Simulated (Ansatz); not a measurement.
**One input, then a changed one: LuP (CsCl type)**

First run: DFT, LDA, all-electron PAW with datasets made for the crystal, scalar-relativistic (Ansatz 0.2.0).

Command: `ansatz run input.yaml --threads 1 --pin off --max-ram 2048MiB --backend cpu --events-out ev --progress --plain --runs-dir out` It took 14 s on 1 thread of Arm Neoverse V1 (shared host), peak memory 0.56 GiB.

```yaml
crystal:
  lattice:
    - [3.0779201599, 0.0, 0.0]
    - [0.0, 3.0779201599, 0.0]
    - [0.0, 0.0, 3.0779201599]
  atoms:
    - { symbol: Lu, position: [0.0, 0.0, 0.0] }
    - { symbol: P, position: [0.5, 0.5, 0.5] }
kpoints:
  mp_grid: { grid: [12, 12, 12] }
scf:
  occupations: { method: fermi_dirac, width: 0.1 }
hamiltonian:
  xc: lda
  pseudopotentials: { kind: all_electron, datasets: crystal }
output:
  forces: true
  stress: true
  eigenvalues: true
```

The cell comes from a relaxation on PAW files under the same functional, begun from a prototype that needn't be the stable phase.

This run: volume at 0.8 of the series' base cell.

It converges in 10 SCF iterations at a pressure of 36.6 GPa.

The input is then changed:

```diff
 kpoints:
-  mp_grid: { grid: [12, 12, 12] }
+  mp_grid: { grid: [10, 10, 10] }
 scf:
```

What does the second run give?

It converges in 10 SCF iterations at a pressure of 36.4 GPa. The settings are coarser than usual, but the energy hardly moved.
